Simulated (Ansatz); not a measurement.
Total density of states per atom from the program Ansatz at the r²SCAN+D4 level (PAW), in 0.25 eV bins, energy from the valence-band maximum:

```csv
E (eV),states/eV/atom
-7.85,0.00
-7.60,0.00
-7.35,0.00
-7.10,0.00
-6.85,0.00
-6.60,0.22
-6.35,0.41
-6.10,0.51
-5.85,0.74
-5.60,0.78
-5.35,0.84
-5.10,0.37
-4.85,0.57
-4.60,0.94
-4.35,1.21
-4.10,0.37
-3.85,0.43
-3.60,0.99
-3.35,1.07
-3.10,0.69
-2.85,0.52
-2.60,0.71
-2.35,1.11
-2.10,1.24
-1.85,0.89
-1.60,0.79
-1.35,0.53
-1.10,0.58
-0.85,1.01
-0.60,0.68
-0.35,0.37
-0.10,0.11
0.15,0.00
0.40,0.00
0.65,0.00
0.90,0.00
1.15,0.00
1.40,0.00
1.65,0.17
1.90,0.67
2.15,0.91
2.40,1.20
2.65,1.32
2.90,1.53
3.15,0.87
3.40,0.75
3.65,0.55
3.90,0.39
4.15,0.40
4.40,0.91
4.65,0.60
4.90,0.36
5.15,0.25
5.40,0.23
5.65,0.25
5.90,0.24
6.15,0.26
6.40,0.28
```

### Question
Which of these materials gives this?
(A) InSe, P6_3/mmc (In on 4f, Se on 4f)
(B) WSe2, P-6m2 (W on 1a, Se on 2h)
(C) PbSe, rock salt
(D) SnGe4Te4Se, R3m (Pearson symbol hR10)

### Answer
B, WSe2, P-6m2 (W on 1a, Se on 2h). Top 1 eV of the valence band: W 5d 67 %, Se 4p 29 %. Bottom 1 eV of the conduction band: W 5d 66 %, Se 4p 28 %. Projections are on Löwdin-orthogonalised atomic valence shells; empty p or d shells of many metals are not among them.

The first step of the workflow began from a Materials Project structure, measured or hypothetical; the Crystallography Open Database copy checked does not list it. It is not the phase usual at ambient conditions (space group No. 194). The cell keeps a stress of up to 0.2 GPa. The cell was relaxed with r²SCAN+D4 under the symmetry of its start; its stability against distortions is not shown here. No spin polarisation was allowed. Scalar-relativistic: spin–orbit coupling is off unless named, which matters more the heavier the elements.

Potentials: the later of the program's two PAW sets.
